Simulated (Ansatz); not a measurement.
An Ansatz (a quantum-chemistry and plane-wave program) run. Input:

Ansatz 0.2 input:
```yaml
crystal:
  lattice:
    - [0.0, 2.0188783229, 2.0188783229]
    - [2.0188783229, 0.0, 2.0188783229]
    - [2.0188783229, 2.0188783229, 0.0]
  atoms:
    - { symbol: Al, position: [0.0, 0.0, 0.0] }
    - { symbol: N, position: [0.5, 0.5, 0.5] }
kpoints:
  mp_grid: { grid: [10, 10, 10] }
hamiltonian:
  xc: r2scan
  pseudopotentials: { kind: paw }
scf:
  occupations: { method: fixed }
output:
  optics: { e_range: [0.0, 15.0], de: 0.05, sigma: 0.1, bands: { spectra_wanted_up_to: 12 eV } }
```

Output (shortened):

```
output.optics: the spectra are integrated over the Brillouin zone by k·p interpolation around the k-points, where levels, occupations, output.optics.sigma and …
Pseudopotential: Al, paw, valence charge 3
Pseudopotential: N, paw, valence charge 5
Functional definition: r2SCAN
Crystal: 2 atoms, lattice volume = 16.457 Å³
Basis set: ecut = 500 eV, 411 PW (Γ), exchange–correlation on 96×96×96 points (64 copies of the dense FFT grid, shifted against one another)
Bands: 8, of which v1, the nominal top of the filled ones, is band 4 counted from 1 (3 counted from 0)
Symmetry: 48 space group operations
Space group: Fm-3m (ITA 225), of the structure as read, at distance tolerance 2.5e-5 Å
k-points: 47 of 1000
SCF iter   1: F=—  HF=-928.014743 eV  |F-HF|=—  |Δ(HF+E_count)|=         —  Δρ=7.47e-3  dr2=9.28e-3  dr2_τ=1.68e-1  ethr=1.77e-3  ⟨swp⟩=4.2  Hψ=2274  notcnv=0  defer=71
preconditioner: auto → none
SCF iter   2: F=—  HF=-928.148063 eV  |F-HF|=—  |Δ(HF+E_count)|=   1.33e-1  Δρ=5.46e-3  dr2=3.00e-3  dr2_τ=9.68e-5  ethr=1.16e-4  ⟨swp⟩=2.9  Hψ=1093  notcnv=0  defer=85
SCF iter   3: F=—  HF=-928.148597 eV  |F-HF|=—  |Δ(HF+E_count)|=   5.34e-4  Δρ=1.13e-3  dr2=2.21e-4  dr2_τ=9.23e-6  ethr=3.75e-5  ⟨swp⟩=2.5  Hψ=670  notcnv=0  defer=88
SCF iter   4: F=—  HF=-928.148619 eV  |F-HF|=—  |Δ(HF+E_count)|=   2.13e-5  Δρ=3.53e-4  dr2=2.25e-5  dr2_τ=2.82e-6  ethr=2.76e-6  ⟨swp⟩=2.1  Hψ=664  notcnv=0  defer=89
SCF iter   5: F=—  HF=-928.148616 eV  |F-HF|=—  |Δ(HF+E_count)|=   2.60e-6  Δρ=7.91e-5  dr2=1.11e-6  dr2_τ=2.23e-8  ethr=2.82e-7  ⟨swp⟩=2.4  Hψ=549  notcnv=0  defer=25
SCF iter   6: F=—  HF=-928.148615 eV  |F-HF|=—  |Δ(HF+E_count)|=   8.14e-7  Δρ=1.64e-5  dr2=4.70e-8  dr2_τ=5.70e-10  ethr=1.39e-8  ⟨swp⟩=2.4  Hψ=543  notcnv=0  defer=13
SCF iter   7: F=—  HF=-928.148615 eV  |F-HF|=—  |Δ(HF+E_count)|=  6.52e-10  Δρ=1.21e-6  dr2=2.22e-10  dr2_τ=5.70e-12  ethr=5.87e-10  ⟨swp⟩=2.6  Hψ=559  notcnv=0  defer=13
SCF iter   8: F=-928.148615 eV  HF=-928.148615 eV  |F-HF|=1.14e-12  |Δ(HF+E_count)|=  4.27e-11  Δρ=9.35e-8  dr2=5.87e-13  dr2_τ=8.03e-14  ethr=1.00e-12  ⟨swp⟩=2.9  Hψ=1888  notcnv=0
SCF 1 converged in 8 iterations: F = -928.148615 eV  dr2 = 5.87e-13
NSCF: frozen V_eff on 47 k-points
Optics k sum: 0 of 47 k-points
Optics k sum: 3 of 47 k-points
Optics k sum: 5 of 47 k-points
Optics k sum: 8 of 47 k-points
Optics k sum: 10 of 47 k-points
Optics k sum: 12 of 47 k-points
Optics k sum: 15 of 47 k-points
Optics k sum: 17 of 47 k-points
Optics k sum: 19 of 47 k-points
Optics k sum: 22 of 47 k-points
Optics k sum: 24 of 47 k-points
Optics k sum: 26 of 47 k-points
Optics k sum: 29 of 47 k-points
Optics k sum: 31 of 47 k-points
Optics k sum: 33 of 47 k-points
Optics k sum: 36 of 47 k-points
Optics k sum: 38 of 47 k-points
Optics k sum: 40 of 47 k-points
Optics k sum: 43 of 47 k-points
Optics k sum: 45 of 47 k-points
Optics k sum: 47 of 47 k-points
Optics k sum: 0 of 47 k-points
Optics k sum: 3 of 47 k-points
Optics k sum: 5 of 47 k-points
Optics k sum: 8 of 47 k-points
Optics k sum: 10 of 47 k-points
Optics k sum: 12 of 47 k-points
Optics k sum: 15 of 47 k-points
Optics k sum: 17 of 47 k-points
Optics k sum: 19 of 47 k-points
Optics k sum: 22 of 47 k-points
Optics k sum: 24 of 47 k-points
Optics k sum: 26 of 47 k-points
Optics k sum: 29 of 47 k-points
Optics k sum: 31 of 47 k-points
Optics k sum: 33 of 47 k-points
Optics k sum: 36 of 47 k-points
Optics k sum: 38 of 47 k-points
Optics k sum: 40 of 47 k-points
Optics k sum: 43 of 47 k-points
Optics k sum: 45 of 47 k-points
Optics k sum: 47 of 47 k-points
NSCF: frozen V_eff on 1 k-points
NSCF: frozen V_eff on 1 k-points
output.optics: what the bands over the 11 summed would add to eps1, eps2 and the energy-loss function is held between a lower and an upper bound (6 Lanczos …
SCF converged after 8 iterations
Free energy (F): -928.148615 eV
Harris-Foulkes:  -928.148615 eV  (|F-HF|=1.14e-12)
Internal energy: -928.148615 eV  (E = F + TS)
E sigma→0 (E₀):  -928.148615 eV
Fermi energy:    11.096110 eV
--- Per-component energies (eV) ---
  E_band       = 35.441586
  E_kinetic    = 164.345239
  E_local      = -169.597304  (includes V_loc(G=0)·N_el)
  E_nonlocal   = 53.057790
  E_hartree    = 62.830804
  E_xc         = -100.278729
  E_vxc        = -121.240312  (∫ρ·V_xc dr)
  E_paw        = -602.159963  (= ΣΔE_a)
  E_vpaw       = -23.244378  (= ΣTr[D̂ρ^β])
  E_aug_tail   = 0.000018  (compensation charges beyond the density's cutoff)
  E_vtau       = 6.458919  (kinetic-family band-sum trace: ∫τ·v_τ [+ j·A + Jᵃ·Aᵃ] dr)
  E_ewald      = -336.256796
  E_core_change = -0.089673  (= ΣΔE_core)
  E_smearing   =  0.000000  (= −TS)
  E_closure    = 0.000000  (closes the sum)
  Σ components = -928.148615   (vs F -928.148615, Δ=0.00e0)
  [band-id]    e_kinetic+e_local+e_nonlocal+2·e_hartree+e_vxc+e_vpaw+e_augmentation_tail+e_vtau = 35.441579   (vs E_band 35.441586, Δ=-6.51e-6)
--- Band table (eV; the first three rows and the last of 47) ---
  k-point 0: bands = ["-7.3323", "11.0961", "11.0961", "11.0961", "17.6258", "24.0305", "24.0305", "24.0305"]
  k-point 1: bands = ["-7.1234", "10.0638", "10.9656", "10.9656", "18.2607", "23.2121", "24.3554", "24.3554"]
  k-point 2: bands = ["-6.5179", "7.8619", "10.6485", "10.6485", "18.9027", "22.8431", "24.6314", "24.6314"]
  k-point 46: bands = ["-2.9775", "4.6562", "5.9562", "7.2313", "19.6627", "21.2543", "24.1718", "25.0822"]
```

Cost: roughly 9 core-seconds on shared cores.

This is a known high-pressure phase of the composition, computed here at zero pressure and temperature. Symmetry was held in the r²SCAN relaxation; its stability against distortions is not shown here. The volume moved by -16 % from the start of the relaxation.

Potentials: the later of the program's two PAW sets.

Ansatz is a plane-wave DFT program.
